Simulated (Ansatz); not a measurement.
# SCF log, LiFeAs

System: LiFeAs, an experimental structure (space group P4/nmm); the cell holds 6 atoms. Sizeable forces remain on the atoms, so the positions aren't those of the computed minimum. Source: COD entry 4501852; it may be a high-temperature, high-pressure or metastable form.

These are results of DFT, LDA+U, PAW, plane waves, scalar-relativistic in Ansatz development build ahead of 0.2.0, not measurements.

Input:

```yaml
crystal:
  lattice:
    - [3.7678, 0.0, 0.0]
    - [0.0, 3.7678, 0.0]
    - [0.0, 0.0, 6.3151]
  atoms:
    - { symbol: As, position: [0.5, 0.0, 0.23626] }
    - { symbol: As, position: [0.0, 0.5, 0.76374] }
    - { symbol: Fe, position: [0.0, 0.0, 0.0], spin: 4.0 }
    - { symbol: Fe, position: [0.5, 0.5, 0.0], spin: 4.0 }
    - { symbol: Li, position: [0.5, 0.0, 0.655] }
    - { symbol: Li, position: [0.0, 0.5, 0.345] }
magnetization:
  spin_polarized: true
hamiltonian:
  xc: lda
  pseudopotentials: { kind: paw }
  hubbard: { sites: [{ species: Fe, l: d, u_eff: 4.5 }] }
basis:
  ecutwfc: 420
kpoints:
  mp_grid: { grid: [6, 6, 4] }
scf:
  occupations: { method: fermi_dirac, width: 0.05 }
  lower_state_search: "off"
output:
  forces: true
  stress: true
```

Output (shortened):

```
As: projections on atomic orbitals take those of the free atom [Ar] 3d10 4s2 4p3, of charge +0.00 (hamiltonian.pseudopotentials.projection_atoms); the dataset's partial waves leave at most 1.7e-6 of an orbital's norm unspanned inside its sphere
Fe: projections on atomic orbitals take those of the free atom [Ne] 3s2 3p6 3d6 4s2, of charge +0.00 (hamiltonian.pseudopotentials.projection_atoms); the dataset's partial waves leave at most 1.1e-6 of an orbital's norm unspanned inside its sphere
Li: projections on atomic orbitals take those of the free atom 1s2 2s1, of charge +0.00 (hamiltonian.pseudopotentials.projection_atoms); the dataset's partial waves leave at most 8.9e-11 of an orbital's norm unspanned inside its sphere
Pseudopotentials: kind: paw
Pseudopotential: As, paw, valence charge 15, recommended cutoff 420 eV (normal), As.paw.azcp
Pseudopotential: Fe, paw, valence charge 16, recommended cutoff 420 eV (normal), Fe.paw.azcp
Pseudopotential: Li, paw, valence charge 3, recommended cutoff 420 eV (normal), Li.paw.azcp
Functional definition: SPW92
Crystal: 6 atoms, lattice volume = 89.651 Å³
Basis set: ecut = 420 eV, 1741 PW (Γ)
Bands: 46, of which v1, the nominal top of the filled ones, is band 34 counted from 1 (33 counted from 0)
Symmetry: 16 space group operations
Space group: P4/nmm (ITA 129), of the structure as read, at distance tolerance 4.5e-5 Å
Magnetic group: BNS 129.411 (UNI 1071), of the structure as read, at distance tolerance 4.5e-5 Å
k-points: 30 of 144
Non-local potential: As, projectors of the file, l = 0: 2, l = 1: 2, l = 2: 3, l = 3: 1
Non-local potential: Fe, projectors of the file, l = 0: 3, l = 1: 2, l = 2: 3, l = 3: 1
Non-local potential: Li, projectors of the file, l = 0: 3, l = 1: 2, l = 2: 1
PAW frozen core: As, regenerated for the run's functional, and the local potential with it (the file was generated under x = pbe(κ = 0.804, μ = 0.2195149727645171), c = pbe(β = 0.06672455060314922))
PAW frozen core: Fe, regenerated for the run's functional, and the local potential with it (the file was generated under x = pbe(κ = 0.804, μ = 0.2195149727645171), c = pbe(β = 0.06672455060314922))
Initial density: superposition of atomic densities (chi_scale 0.1, normalization cell, long waves kept (reshape's long-wave potential 0.05 eV rms))
Starting moments: Σ|m| = 8 μB on 2 of 6 sites
Initial wavefunctions: pseudopotential atomic-orbital guess
Functional: x = slater, c = lda
SCF iter   1: F=—  HF=-18787.532076 eV  |F-HF|=—  |Δ(HF+E_count)|=         —  Δρ=1.07e-1 (↑2.23e-2 ↓1.07e-1)  dr2=1.84e1  dr2_m=2.41e0  M=5.240 μB ∫|m|=5.600 μB  β_m=0.30  ethr=3.10e-3  ⟨swp⟩=6.3  Hψ=9986  notcnv=0  defer=4
preconditioner: auto → Kerker (q_TF=auto, 2.605 Å⁻¹)  [metal: Δε(μ)=0.012 eV  Ē_g=10.057 eV  σ=0.050 eV  W_gap=0.06  n_scr=36 (ndim 8)  ℏωp=20.8 eV  f_vac=0.000  D(μ)=5.02/eV (n_scr^D=46)]
spin=Collinear: Kerker preconditioning applied to the charge; magnetization (m = ρ↑ − ρ↓) channel mixes plain (no charge-response kernel on spin).
SCF iter   2: F=—  HF=-18786.523339 eV  |F-HF|=—  |Δ(HF+E_count)|=    1.01e0  Δρ=3.88e-2 (↑3.88e-2 ↓2.81e-2)  dr2=1.54e0  dr2_m=6.82e-1  M=6.513 μB ∫|m|=6.749 μB  β_m=0.30  ethr=3.10e-3  ⟨swp⟩=3.0  Hψ=5996  notcnv=0  defer=248
Mixer restart at iter 2: flushing history
spin-set hold released at iteration 2 (the charge has settled, or the pull on large starting moments outlasts its swing): the magnetisation degrees of freedom join the quasi-Newton model from the next iteration; the mixer history was flushed
SCF iter   3: F=—  HF=-18786.613459 eV  |F-HF|=—  |Δ(HF+E_count)|=   9.01e-2  Δρ=3.13e-2 (↑2.61e-2 ↓3.13e-2)  dr2=1.58e0  dr2_m=5.64e-1  M=6.224 μB ∫|m|=6.497 μB  β_m=0.65  ethr=2.26e-3  ⟨swp⟩=2.1  Hψ=3477  notcnv=0  defer=242
SCF iter   4: F=—  HF=-18786.721782 eV  |F-HF|=—  |Δ(HF+E_count)|=   1.08e-1  Δρ=1.60e-2 (↑1.51e-2 ↓1.60e-2)  dr2=6.76e-1  dr2_m=1.50e-1  M=6.087 μB ∫|m|=6.396 μB  β_m=0.82  ethr=2.26e-3  ⟨swp⟩=2.1  Hψ=3280  notcnv=0  defer=257
SCF iter   5: F=—  HF=-18786.739796 eV  |F-HF|=—  |Δ(HF+E_count)|=   1.80e-2  Δρ=6.38e-3 (↑2.34e-3 ↓6.38e-3)  dr2=4.31e-2  dr2_m=1.06e-2  M=6.002 μB ∫|m|=6.335 μB  β_m=0.91  ethr=9.94e-4  ⟨swp⟩=2.8  Hψ=3858  notcnv=0  defer=259
SCF iter   6: F=—  HF=-18786.780463 eV  |F-HF|=—  |Δ(HF+E_count)|=   4.07e-2  Δρ=5.30e-3 (↑1.67e-3 ↓5.30e-3)  dr2=1.50e-2  dr2_m=7.50e-3  M=6.182 μB ∫|m|=6.464 μB  β_m=0.96  ethr=6.34e-5  ⟨swp⟩=2.0  Hψ=4675  notcnv=0  defer=263
SCF iter   7: F=—  HF=-18786.811577 eV  |F-HF|=—  |Δ(HF+E_count)|=   3.11e-2  Δρ=2.97e-3 (↑6.05e-4 ↓2.97e-3)  dr2=3.62e-3  dr2_m=1.88e-3  M=6.227 μB ∫|m|=6.487 μB  β_m=0.98  ethr=2.20e-5  ⟨swp⟩=2.0  Hψ=4766  notcnv=0  defer=263
SCF iter   8: F=—  HF=-18786.817781 eV  |F-HF|=—  |Δ(HF+E_count)|=   6.20e-3  Δρ=1.62e-3 (↑9.20e-4 ↓1.62e-3)  dr2=2.04e-3  dr2_m=1.15e-3  M=6.299 μB ∫|m|=6.525 μB  β_m=0.96  ethr=5.32e-6  ⟨swp⟩=2.0  Hψ=5285  notcnv=0  defer=263
SCF iter   9: F=—  HF=-18786.818799 eV  |F-HF|=—  |Δ(HF+E_count)|=   1.02e-3  Δρ=1.08e-3 (↑5.52e-4 ↓1.08e-3)  dr2=3.04e-3  dr2_m=1.09e-4  M=6.287 μB ∫|m|=6.520 μB  β_m=0.98  ethr=3.00e-6  ⟨swp⟩=2.3  Hψ=4711  notcnv=0  defer=263
SCF iter  10: F=—  HF=-18786.818688 eV  |F-HF|=—  |Δ(HF+E_count)|=   1.11e-4  Δρ=3.00e-4 (↑1.79e-4 ↓3.00e-4)  dr2=2.37e-4  dr2_m=1.37e-5  M=6.275 μB ∫|m|=6.509 μB  β_m=0.91  ethr=3.00e-6  ⟨swp⟩=1.7  Hψ=2638  notcnv=0  defer=263
SCF iter  11: F=—  HF=-18786.818704 eV  |F-HF|=—  |Δ(HF+E_count)|=   1.63e-5  Δρ=8.16e-5 (↑4.87e-5 ↓8.16e-5)  dr2=6.71e-6  dr2_m=9.76e-7  M=6.268 μB ∫|m|=6.503 μB  β_m=0.88  ethr=3.48e-7  ⟨swp⟩=2.2  Hψ=3310  notcnv=0  defer=263
SCF iter  12: F=—  HF=-18786.818713 eV  |F-HF|=—  |Δ(HF+E_count)|=   8.94e-6  Δρ=2.39e-5 (↑1.21e-5 ↓2.39e-5)  dr2=1.03e-6  dr2_m=8.65e-8  M=6.269 μB ∫|m|=6.503 μB  β_m=0.94  ethr=9.87e-9  ⟨swp⟩=2.0  Hψ=4428  notcnv=0  defer=263
SCF iter  13: F=—  HF=-18786.818713 eV  |F-HF|=—  |Δ(HF+E_count)|=   4.04e-7  Δρ=1.85e-5 (↑4.49e-6 ↓1.85e-5)  dr2=1.61e-7  dr2_m=6.37e-8  M=6.268 μB ∫|m|=6.503 μB  β_m=0.97  ethr=1.51e-9  ⟨swp⟩=2.0  Hψ=3182  notcnv=0  defer=263
SCF iter  14: F=—  HF=-18786.818714 eV  |F-HF|=—  |Δ(HF+E_count)|=   6.64e-7  Δρ=1.32e-5 (↑2.61e-6 ↓1.32e-5)  dr2=2.12e-7  dr2_m=3.19e-8  M=6.268 μB ∫|m|=6.503 μB  β_m=0.99  ethr=1.47e-10  ⟨swp⟩=4.0  Hψ=8965  notcnv=0
iter 15 met the thresholds in force, and the SCF goes on: an eigenvalue changes by 0.97 meV, over its tolerance of 0.50 meV (output.eigenvalues, Limitations)
SCF iter  15: F=-18786.818714 eV  HF=-18786.818714 eV  |F-HF|=3.93e-8  |Δ(HF+E_count)|=   2.63e-8  Δρ=5.08e-6 (↑1.66e-6 ↓5.08e-6)  dr2=4.27e-8  dr2_m=2.97e-9  M=6.268 μB ∫|m|=6.503 μB  β_m=0.99  ethr=1.47e-10  ⟨swp⟩=2.2  Hψ=7801  notcnv=0
SCF iter  16: F=-18786.818714 eV  HF=-18786.818714 eV  |F-HF|=8.73e-11  |Δ(HF+E_count)|=   4.17e-9  Δρ=1.83e-7 (↑1.41e-7 ↓1.83e-7)  dr2=9.67e-11  dr2_m=6.42e-12  M=6.268 μB ∫|m|=6.503 μB  ethr=6.27e-11  ⟨swp⟩=2.0  Hψ=7711  notcnv=0
the last iteration of the SCF fills more bands at one k-point than at another: 35 at σ=↑ k=0 and 38 at σ=↑ k=15; 29 at σ=↓ k=0 and 32 at σ=↓ k=20 (a band counts as filled where it holds over half of its capacity, the bands of one level by their mean; [...]
SCF 1 converged in 16 iterations: F = -18786.818714 eV  dr2 = 9.67e-11
  greatest PAW one-centre occupation: 1.005 electrons in one spin orbital (limit 2), on the Fe atom at site 3 (counted from 0), in its partial waves of l = 1
SCF converged after 16 iterations
an eigenvalue changed by more than its tolerance at an iteration that met the thresholds in force, so the SCF went on 1 time: the last check found none over its tolerance
Magnetization: 6.2681 μB (37.1340 up, 30.8660 down)
Absolute magnetization: 6.5081 μB (∫|ρ↑−ρ↓|, with the PAW one-centre terms)
Spin contamination: 0.2575 ħ² per cell (⟨S²⟩ above its minimum at these occupations)
Per-site moments (μB) at R_I (Å): [(-0.0098, 0.9913), (-0.0098, 0.9913), (2.9444, 0.9913), (2.9444, 0.9913), (0.0103, 1.0908), (0.0103, 1.0908)]
Free energy (F): -18786.818714 eV
Harris-Foulkes:  -18786.818714 eV  (|F-HF|=8.73e-11)
Internal energy: -18786.789974 eV  (E = F + TS)
E sigma→0 (E₀):  -18786.804344 eV
Entropy (-TS):   -0.028740 eV (-4.790 meV/atom)
Fermi energy:    10.351063 eV
--- Per-component energies (eV) ---
  E_band       = -1299.191096
  E_kinetic    = 953.747583
  E_local      = -11449.490128  (includes V_loc(G=0)·N_el)
  E_nonlocal   = -937.660385
  E_hartree    = 5411.395558
  E_xc         = -413.950919
  E_vxc        = -490.779464  (∫ρ·V_xc dr)
  E_hubbard    = 4.466395  (on-site DFT+U / exact-exchange correction)
  E_vhub       = -21.222004  (the Hubbard potential's part of the band-sum identity)
  E_paw        = -6162.832416  (= ΣΔE_a)
  E_vpaw       = -176.579546  (= ΣTr[D̂ρ^β])
  E_aug_tail   = 0.001902  (compensation charges beyond the density's cutoff)
  E_ewald      = -6197.421096
  E_core_change = 4.953531  (= ΣΔE_core)
  E_smearing   = -0.028740  (= −TS)
  E_closure    = -0.000000  (closes the sum)
  Σ components = -18786.818714   (vs F -18786.818714, Δ=0.00e0)
--- Forces (eV/Å), atoms counted from 1 ---
  atom   1  As     0.00000000     0.00000000     1.42971925
  atom   2  As     0.00000000     0.00000000    -1.42971925
  atom   3  Fe     0.00000000     0.00000000    -0.00000000
  atom   4  Fe     0.00000000     0.00000000     0.00000000
  atom   5  Li     0.00000000     0.00000000    -0.07960644
  atom   6  Li     0.00000000     0.00000000     0.07960644
  max |Σ_I F_I| component: 8.94e-19 eV/Å
--- Stress (GPa, compression-positive) ---
        3.426263       0.000000       0.000000
        0.000000       3.426263       0.000000
        0.000000       0.000000       6.346799
  P = ⅓ Tr σ = 4.3998 GPa (43.998 kbar)
```

Among 14 converged runs of this cell from various starts and settings, this end is 43.4 meV/atom above the lowest found (antiferromagnetic, site moments Fe3 2.72, Fe4 -2.72 μB, total 0.00 μB per cell, no gap on the k-mesh).

A static U favours moments and orbital order; the result depends on U and need not be the measured state. The mesh is too coarse to rank close states of a metal with certainty: differences of some tens of meV/atom may change, at times in sign.

The run took 23 s on 2 threads of Intel(R) Xeon(R) Platinum 8259CL CPU @ 2.50GHz, with other jobs on the host, peak memory 0.6 GiB.
